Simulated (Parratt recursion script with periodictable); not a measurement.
Peak EUV reflectivity of a Si/Mo multilayer on Si against the number of periods

```
layer, from the top  thickness (Å)  density (g/cm³)  rms roughness of its top face (Å)  δ at 13.5 nm  β at 13.5 nm
-------------------  -------------  ---------------  ---------------------------------  ------------  ------------
Si (in each period)           41.5            2.313                                  0  9.927 × 10⁻⁴      0.001813
Mo (in each period)           27.7           10.026                                  0       0.07476      0.006314
Si (substrate)                   –            2.313                                  0  9.927 × 10⁻⁴      0.001813
```

The refractive index is n = 1 − δ + iβ; the runs take δ and β at each wavelength of the scan. Vacuum lies above.

Densities are inputs, not measurements. They were set from computed cells of the Materials Project: Si from entry mp-149 (Fd-3m, 2.313 g/cm³); Mo from entry mp-129 (Im-3m, 10.026 g/cm³). A layer's crystal structure does not enter its constants, only its composition and density.

Calculation: EUV and soft X-ray reflectivity, Parratt recursion, Névot-Croce roughness, Henke tables; Parratt recursion script with periodictable 1.7.1.

Light falls at α = 10° from the surface normal. It is p-polarised. The wavelength is scanned from 12.42 to 14.58 nm in 161 evenly spaced points, without smoothing. The peak is the highest scan point; its wavelength and height come from a parabola through R at that point and its two neighbours.

The runs differ in the number of periods N alone.

| N | peak λ (nm) | peak R (%) |
|---|---|---|
| 25 | 13.292 | ? |
| 30 | 13.299 | 67.8 |
| 120 | 13.321 | 72.3 |

Task: Estimate the peak reflectivity for N = 25, trying the form R = R∞ tanh²(aN).

Result: Take R∞ from the largest stack, 72.3 % at N = 120. For the shown row under 97 % of it, y = artanh[(R/R∞)^½] is 2.066 at N = 30, so a = 0.0689. This form gives tanh²y = 1.000 at N = 120, in keeping with the choice of R∞. At N = 25, y = 1.723 and R = 72.3 × tanh²y = 63.6 %.

The run gave 63.9 %, so the form misses by 0.3 points.
